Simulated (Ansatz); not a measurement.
# Property card for In₂SnTe₃

All numbers below come from DFT PBE, scalar-relativistic, plane waves, PAW (Ansatz 0.2.0).

Cutoff 420 eV; k points 10×10×4 on the computed 6-atom cell (Γ-centred); Gaussian smearing, width 0.10 eV; no spin polarisation.

The structure is relaxed at this level of theory with its symmetry kept, and needn't be the ground state of this composition.

Space group P-4m2 (No. 115). a = 4.370 Å, b = 4.370 Å, c = 10.464 Å, α = 90.00°, β = 90.00°, γ = 90.00°
```json
{"atom": "In", "site": "2g", "symmetry": "2mm.", "x": "0.0000", "y": "0.5000", "z": "0.6232"}
{"atom": "Sn", "site": "1a", "symmetry": "-4m2", "x": "0.0000", "y": "0.0000", "z": "0.0000"}
{"atom": "Te", "site": "2g", "symmetry": "2mm.", "x": "0.0000", "y": "0.5000", "z": "0.3314"}
{"atom": "Te", "site": "1b", "symmetry": "-4m2", "x": "0.5000", "y": "0.5000", "z": "0.0000"}
```

* Space group: P-4m2 (No. 115)
* Volume per atom: 33.30 Å³
* Formation energy from the elements' standard states (uncorrected): -0.141 eV/atom
* Kohn–Sham band gap: none (metal)
* Density of states at the Fermi level: 2.2 states/eV per cell
* Orbital (Löwdin) character within 0.5 eV of the Fermi level: Te 5p 45 %, In 5s 18 %, Sn 5p 15 %, In 5p 12 %
* Bader charge by site (e): In (2 in the cell) 0.56, Sn (1 in the cell) 0.64, Te (2 in the cell) -0.57, Te (1 in the cell) -0.62

Spin-orbit coupling is left out, which matters for the bands of heavy elements. The cell holds layers, chains or molecules and no dispersion correction was added, so their binding is poorly described.

The cell was found from a structure generator's guess, not taken from experiment. Löwdin shares on free-atom orbitals overweight diffuse shells.
